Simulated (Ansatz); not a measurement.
The slice is one period of a {100} plane through atoms; its size isn't given.

All values below come from r2SCAN (plane waves to 500 eV, PAW, scalar-relativistic; Ansatz, a quantum-chemistry and plane-wave program). These are valence fields of a PAW run, semicore shells included where kept as valence: close to a nucleus they are smooth pseudo fields.

```
|##**+=-:.           .:-=+**#|
|****+=-:.           .:-=+***|
|***+=-:..           ..:-=+**|
|+++==-:...............:-==++|
|===--:......:::::......:--==|
|---::....:::::::::::....::--|
|:::.....:::-------:::.....::|
|.......:::---------:::......|
|    ..:::--=======--:::..   |
|    ..::--==++*++==--::..   |
|    ..:--==+*###*+==--:..   |
|    .::--=+*#%%%#*+=--::.   |
|    .::--=+#%@@@%#+=--::.   |
|    .::--=*#%@@@%#*=--::.   |
|    .::--=+#%@@@%#+=--::.   |
|    .::--=+*#%%%#*+=--::.   |
|    ..:--==+*###*+==--:..   |
|    ..::--==++*++==--::..   |
|    ..:::--=======--:::..   |
|.......:::---------:::......|
|:::.....:::-------:::.....::|
|---::....:::::::::::....::--|
|===--:......:::::......:--==|
|+++==-:...............:-==++|
|***+=-:..           ..:-=+**|
|****+=-:.           .:-=+***|
|##**+=-:.           .:-=+**#|
|##**+=-:.           .:-=+**#|
```
Scale: ten equal steps from -1.29 (start of ' ') to 1.66 (end of '@'), in the order ' .:-=+*#%@'. Values: log₁₀ of the valence density in e/Å³. The map has 28 points along u (one character each, u = 0 at the left) and 28 along v (v = 0 in the bottom row). The scale is logarithmic, as a density can span decades between atoms and voids.

```
|xxxx@@#:             :#@@xxx|
|xxx@@%+.   ..:::..   .+%@@xx|
|xx@@@#-   .-==+==-.   -#@@@x|
|@@@@%+.  .-+*###*+-.  .+%@@@|
|@@%#+:  .=*#%%%%%#*=.  :+#%@|
|##+-.  .=#%%@@@@@%%#=.  .-+#|
|-:.   .=#%@@@@@@@@@%#=.   .:|
|     .=#%@@@@@@@@@@@%#=.    |
|    .=#%@@@@@@%@@@@@@%#=.   |
|   .-*%@@@@@%%#%%@@@@@%*-.  |
|  .-+#%@@@@%#xxx#%@@@@%#+-. |
|  .=*%@@@@%#xxxxx#%@@@@%*=. |
|  :=#%@@@@%xxxxxxx%@@@@%#=: |
|  :+#%@@@%#xxxxxxx#%@@@%#+: |
|  :=#%@@@@%xxxxxxx%@@@@%#=: |
|  .=*%@@@@%#xxxxx#%@@@@%*=. |
|  .-+#%@@@@%#xxx#%@@@@%#+-. |
|   .-*%@@@@@%%#%%@@@@@%*-.  |
|    .=#%@@@@@@%@@@@@@%#=.   |
|     .=#%@@@@@@@@@@@%#=.    |
|-:.   .=#%@@@@@@@@@%#=.   .:|
|##+-.  .=#%%@@@@@%%#=.  .-+#|
|@@%#+:  .=*#%%%%%#*=.  :+#%@|
|@@@@%+.  .-+*###*+-.  .+%@@@|
|xx@@@#-   .-==+==-.   -#@@@x|
|xxx@@%+.   ..:::..   .+%@@xx|
|xxxx@@#:             :#@@xxx|
|xxxx@@#-             -#@@xxx|
```
Scale: ten equal steps from 0.03 (start of ' ') to 0.87 (end of '@'), in the order ' .:-=+*#%@'. Values: electron localisation function (ELF). The map has 28 points along u (one character each, u = 0 at the left) and 28 along v (v = 0 in the bottom row). Points within 0.5 Å of a nucleus are blanked (x), as the pseudised field means little there.

### Question
Which relaxed crystal do these maps come from?
(A) PbSe (rock salt)
(B) CaSe (rock salt)
(C) NaI (rock salt)
(D) KCl (rock salt)

### Answer
B, CaSe (rock salt). Atoms on the slice: Ca at (0.00, 0.00); Se at (0.50, 0.50)

All were relaxed with their symmetry unable to fall. Spin-orbit coupling is left out.
